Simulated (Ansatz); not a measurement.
ZrSi2:
```
CELL_PARAMETERS angstrom
      1.84519    -7.43374     0.00000
      1.84519     7.43374     0.00000
      0.00000     0.00000     3.66473
ATOMIC_POSITIONS crystal
  Zr 0.89410 0.10590 0.25000
  Zr 0.10590 0.89410 0.75000
  Si 0.44827 0.55173 0.75000
  Si 0.55173 0.44827 0.25000
  Si 0.25022 0.74978 0.25000
  Si 0.74978 0.25022 0.75000
```

Relaxed with r²SCAN. Special points in fractions of this cell's reciprocal vectors: Γ (0.000, 0.000, 0.000); Y (-0.500, 0.500, 0.000); C0 (-0.265, 0.735, 0.000); Σ0 (0.265, 0.265, 0.000); Z (0.000, 0.000, 0.500); A0 (0.265, 0.265, 0.500); E0 (-0.265, 0.735, 0.500); T (-0.500, 0.500, 0.500); S (0.000, 0.500, 0.000); R (0.000, 0.500, 0.500).

Problem. List the band energies nearest the Fermi level at these points for r²SCAN (plane waves, PAW; program Ansatz).

Solution. In eV from the Fermi level; about four levels below and three above (degenerate sets whole), none deeper than 8.9 eV; points with the same levels are listed once.

```csv
k,below,above
Γ,-2.65 -2.65 -2.54 -2.44 -0.01,1.23 1.46 1.52
Y,-2.83 -2.78 -2.11 -1.60,0.46 1.14 1.20
C0,-1.56 -0.96 -0.64 -0.16,1.02 1.04 1.65
Z,-0.10 -0.10 -0.04 -0.04,1.60 1.60 2.60 2.60
A0,-3.58 -3.58 -2.31 -2.31,2.19 2.19 3.22 3.22
T,-2.32 -2.32 -0.96 -0.96,0.05 0.05 2.45 2.45
S,-1.54 -0.90 -0.49 -0.44,0.93 1.00 2.18
R,-3.58 -3.58 -2.29 -2.29,2.25 2.25 3.37 3.37
```

Space group Cmcm. The cell was relaxed with r²SCAN under the symmetry of its start. No spin polarisation was allowed. Scalar-relativistic: spin–orbit coupling is off unless named, which matters more the heavier the elements.

Potentials: the earlier of the program's two PAW sets.
